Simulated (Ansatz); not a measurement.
TePb (rock salt, space group No. 225), PBE (plane waves, PAW; program Ansatz). The conduction-band minimum lies at L, with 4 equivalent valleys. Second derivatives d²E/dk² of the lowest band at one valley (eV·Å²), along Cartesian directions:

```json
[
 {"direction": "[100]", "d²E/dk²": "55.99"},
 {"direction": "[010]", "d²E/dk²": "55.99"},
 {"direction": "[001]", "d²E/dk²": "55.99"},
 {"direction": "[110]", "d²E/dk²": "40.56"},
 {"direction": "[101]", "d²E/dk²": "72.30"},
 {"direction": "[011]", "d²E/dk²": "72.30"}
]
```

### Question
Find the principal effective masses, the density-of-states mass and the conductivity mass.

### Answer
Off-diagonal terms follow from H_xy = H[110] − (H_xx + H_yy)/2, and m*/mₑ = 7.620 eV·Å² over each eigenvalue: 0.10, 0.11, 0.32. One valley's DOS mass (m₁m₂m₃)^(1/3) = 0.15, conductivity mass 3/(Σ 1/mᵢ) = 0.14 mₑ.

### Question
What effective density of states Nc follows at 300 K for parabolic valleys?

### Answer
Nc = 2.509e19 × 4 × (0.15)^(3/2) ≈ 5.8e18 cm⁻³.

Space group Fm-3m (rock salt). Symmetry was held in the PBE relaxation. Scalar-relativistic: spin–orbit coupling is off unless named, which matters more the heavier the elements.

Potentials: the later of the program's two PAW sets.

Edges and masses are those of Kohn–Sham bands, whose gap is no quasiparticle gap.
